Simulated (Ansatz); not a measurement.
HfC:
```yaml
crystal:
  lattice:
    - [0.00000, 2.32562, 2.32562]
    - [2.32562, 0.00000, 2.32562]
    - [2.32562, 2.32562, 0.00000]
  atoms:
    - { symbol: C, position: [0.00000, 0.00000, 0.00000] }
    - { symbol: Hf, position: [0.50000, 0.50000, 0.50000] }
```

Relaxed with PBE. Special points in fractions of this cell's reciprocal vectors: Γ (0.000, 0.000, 0.000); X (0.500, 0.000, 0.500); U (0.625, 0.250, 0.625); K (0.375, 0.375, 0.750); L (0.500, 0.500, 0.500); W (0.500, 0.250, 0.750).

### Question
List the band energies nearest the Fermi level at these points for PBE with spin–orbit coupling in the plane-wave PAW code Ansatz.

### Answer
In eV from the Fermi level; about four levels below and three above (degenerate sets whole), none deeper than 8.9 eV; points with the same levels are listed once.

| k | below | above |
|---|---|---|
| Γ | – | 0.78 0.78 0.97 0.97 0.97 0.97 |
| X | -0.36 -0.36 -0.01 -0.01 | 5.14 5.14 6.38 6.38 |
| U | -2.88 -2.88 -1.75 -1.75 | 1.45 1.45 5.57 5.57 |
| L | -3.19 -3.19 -3.10 -3.10 | 5.11 5.11 5.12 5.12 |
| W | -3.12 -3.12 -2.60 -2.60 | 3.50 3.50 3.56 3.56 |

Space group Fm-3m (rock salt). Symmetry was held in the PBE relaxation; of distortions, only those at the zone centre were tested. The run is not spin-polarised.

Potentials: the later of the program's two PAW sets.
